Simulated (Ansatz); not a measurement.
The start is a relaxed Cu2O cell, doubled along one cell vector, shaken by Gaussian noise of σ = 0.08 Å a coordinate. The structure is fully relaxed (lattice and positions, P = 0) with PBE (plane waves to 420 eV, PAW, scalar-relativistic; Ansatz, an electronic-structure program). The first steps use a coarse 9×9×3 k-mesh.

Initial structure:
```yaml
crystal:
  lattice:
    - [2.86258, 0.00000, 0.00000]
    - [-1.43129, 2.47907, 0.00000]
    - [0.00000, 0.00000, 8.95459]
  atoms:
    - { symbol: O, position: [0.98841, 0.97441, 0.99103] }
    - { symbol: O, position: [0.06536, 0.04121, 0.49570] }
    - { symbol: Cu, position: [0.32098, 0.65217, 0.14844] }
    - { symbol: Cu, position: [0.31999, 0.66027, 0.63351] }
    - { symbol: Cu, position: [0.64263, 0.30800, 0.34090] }
    - { symbol: Cu, position: [0.67738, 0.31641, 0.87608] }
```

| Property | Result |
|---|---|
| Initial pressure | +6 GPa (positive: the cell is compressed) |
| Largest initial force | about 2.4 eV/Å, on Cu6 (atoms numbered as listed) |
| Energy released | 0.07 eV/atom |
| Relative to the parent | The parent structure is recovered, P-3m1 (No. 164) |
| Shortest distances (start → end) | The closest pairs of elements (up to four, under 3.6 Å), start → end: Cu–O 1.92 → 2.10 Å; Cu–Cu 2.37 → 2.50 Å; O–O 2.86 → 2.86 Å |
| Band gap at the end | no gap (metallic) |
| Optimiser moves | 10 |

It ends as:

Space group P-3m1 (No. 164); a = b = 2.863 Å, c = 4.477 Å, α = β = 90.00°, γ = 120.00°

```tsv
atom	site	symmetry	x	y	z
O	1b	-3m.	0.0000	0.0000	0.5000
Cu	2d	3m.	0.3333	0.6667	0.2095
```

Final values are on a 19×19×11 k-mesh of the relaxed cell. No spin polarisation in the result. The d or f electrons are treated with no Hubbard U.

The relaxed structure here is a generated cell of Cu2O: the first start was made by placing the elements on the sites of a structure type, and the end was not matched to a known phase here, so it may be hypothetical. Known forms of Cu2O include space group No. 224.
